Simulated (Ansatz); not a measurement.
Relaxed-ion elastic tensor of MoPd (rock salt, Fm-3m) in GPa (Voigt order), PBEsol (plane waves, PAW; program Ansatz); density 9.87 g/cm³, 17.03 Å³ per atom.

```tsv
	1	2	3	4	5	6
1	293	142	142	0.0	0.0	0.0
2	142	293	142	0.0	0.0	0.0
3	142	142	293	0.0	0.0	0.0
4	0.0	0.0	0.0	-8.7	0.0	0.0
5	0.0	0.0	0.0	0.0	-8.7	0.0
6	0.0	0.0	0.0	0.0	0.0	-8.7
```

Question: Is the crystal mechanically stable?

Answer: No: the smallest eigenvalue of C is -8.7 GPa.

The start of the workflow was typed in or built on a structure type; neither database checked (COD, Materials Project) lists it. Its standing as an ambient phase is unchecked. The PBEsol relaxation kept the symmetry of its start. At this level the phase is mechanically unstable. The run is not spin-polarised. Its formation energy is positive at this level, so the cell may be metastable or incomplete. As this level gives no gap, shear constants depend on the k-mesh and smearing (Fermi–Dirac, 0.1 eV here).

Potentials: the later of the program's two PAW sets.
